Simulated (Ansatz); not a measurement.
This run works on a generated trial structure, not on a known crystal.

Input and command of a plane-wave DFT calculation in Ansatz:

```yaml
crystal:
  lattice:
    - [4.25494758, 0.0, 0.0]
    - [-2.12747379, 3.6848927, 0.0]
    - [0.0, 0.0, 10.60878166]
  atoms:
    - { symbol: Ca, position: [0.33333333, 0.66666667, 0.66340899] }
    - { symbol: Al, position: [0.66666667, 0.33333333, 0.350095] }
    - { symbol: Br, position: [0.0, 0.0, 0.99943101] }
    - { symbol: Cl, position: [0.66666667, 0.33333333, 0.82388997] }
    - { symbol: Cl, position: [0.33333333, 0.66666667, 0.169314] }
    - { symbol: Cl, position: [0.0, 0.0, 0.49386001] }
basis:
  ecutwfc: 420
kpoints:
  mp_grid: { grid: [4, 4, 2] }
hamiltonian:
  xc: pbe
scf:
  occupations: { method: gaussian, width: 0.2 }
  lower_state_search: "off"
output:
  forces: true
  stress: true
  eigenvalues: true
relax:
  adjacent_minimum: "off"
  f_tol: 0.08
  max_steps: 16
  cell: { stress_tol: 0.8 }
```

```bash
ansatz run input.yaml --threads 1 --pin off --max-ram 2560MiB --backend cpu --events-out ev --progress --plain --runs-dir out
```

Processor: Arm Neoverse V1, 1 thread, on a host shared with other jobs.

Estimate time, memory and problem size.

About 76 s, peak memory 0.38 GiB. It solves 27 bands at 8 k points (after reduction by symmetry) with about 3449 plane waves (on the last cell), in 143 SCF iterations over 16 ionic steps.
